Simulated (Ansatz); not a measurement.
GaP:
Space group Fm-3m (No. 225); a = 5.1189 Å, b = 5.1189 Å, c = 5.1189 Å, α = 90.00°, β = 90.00°, γ = 90.00°

```json
[
 {"atom": "Ga", "site": "4a", "symmetry": "m-3m", "x": "0.0000", "y": "0.0000", "z": "0.0000"},
 {"atom": "P", "site": "4b", "symmetry": "m-3m", "x": "0.5000", "y": "0.5000", "z": "0.5000"}
]
```
(The calculation used a cell of 2 atoms; values per cell refer to that cell.)

Relaxed with r²SCAN.

Q: Which orbitals make up the states near the Fermi level in r²SCAN in the plane-wave PAW code Ansatz?

A: Within 0.5 eV of the Fermi level: P 3p 70 %, Ga 4p 14 %, Ga 4s 10 %. Projections are on Löwdin-orthogonalised atomic valence shells; empty p or d shells of many metals are not among them.

Q: Tabulate the density of states.

A: States/eV per cell of 2 atoms, in 0.25 eV bins, energy from the Fermi level.

```csv
E (eV),total,P 3p,Ga 4p,Ga 4s
-7.85,0.26,0.14,0.01,0.10
-7.60,0.35,0.18,0.02,0.14
-7.35,0.44,0.22,0.03,0.17
-7.10,0.55,0.27,0.04,0.21
-6.85,0.74,0.35,0.05,0.29
-6.60,0.75,0.34,0.05,0.29
-6.35,0.70,0.32,0.06,0.25
-6.10,0.82,0.38,0.13,0.22
-5.85,0.70,0.34,0.13,0.14
-5.60,0.46,0.22,0.06,0.10
-5.35,0.53,0.26,0.09,0.10
-5.10,0.57,0.29,0.11,0.11
-4.85,0.63,0.32,0.14,0.11
-4.60,0.63,0.33,0.14,0.10
-4.35,0.67,0.36,0.16,0.10
-4.10,0.69,0.38,0.17,0.09
-3.85,0.72,0.40,0.18,0.09
-3.60,0.76,0.43,0.19,0.08
-3.35,0.81,0.47,0.21,0.08
-3.10,0.88,0.53,0.23,0.07
-2.85,1.04,0.65,0.28,0.06
-2.60,1.00,0.63,0.26,0.06
-2.35,0.98,0.62,0.25,0.06
-2.10,0.95,0.61,0.23,0.05
-1.85,0.94,0.62,0.22,0.06
-1.60,0.92,0.61,0.21,0.06
-1.35,0.91,0.61,0.19,0.06
-1.10,0.91,0.62,0.18,0.06
-0.85,0.90,0.62,0.17,0.06
-0.60,0.91,0.64,0.15,0.07
-0.35,0.90,0.64,0.14,0.07
-0.10,0.99,0.73,0.13,0.08
0.15,0.94,0.69,0.11,0.09
0.40,0.49,0.27,0.09,0.10
0.65,0.32,0.09,0.09,0.11
0.90,0.36,0.10,0.10,0.12
1.15,0.40,0.11,0.12,0.13
1.40,0.44,0.12,0.14,0.14
1.65,0.49,0.14,0.15,0.15
1.90,0.56,0.17,0.17,0.16
2.15,0.68,0.22,0.20,0.20
2.40,1.01,0.37,0.27,0.29
2.65,0.60,0.18,0.20,0.17
2.90,0.36,0.06,0.18,0.09
3.15,0.29,0.04,0.16,0.06
3.40,0.33,0.04,0.19,0.05
3.65,0.50,0.06,0.29,0.06
3.90,0.84,0.09,0.42,0.08
4.15,0.97,0.08,0.54,0.04
4.40,0.95,0.08,0.51,0.02
4.65,0.99,0.09,0.49,0.02
```

The start of the workflow was typed in or built on a structure type; neither database checked (COD, Materials Project) lists it. It is not the phase usual at ambient conditions (space group No. 216). The cell was relaxed with r²SCAN under the symmetry of its start; whether a distortion lowers the energy is not shown. Scalar-relativistic: spin–orbit coupling is off unless named, which matters more the heavier the elements.

Potentials: the earlier of the program's two PAW sets.
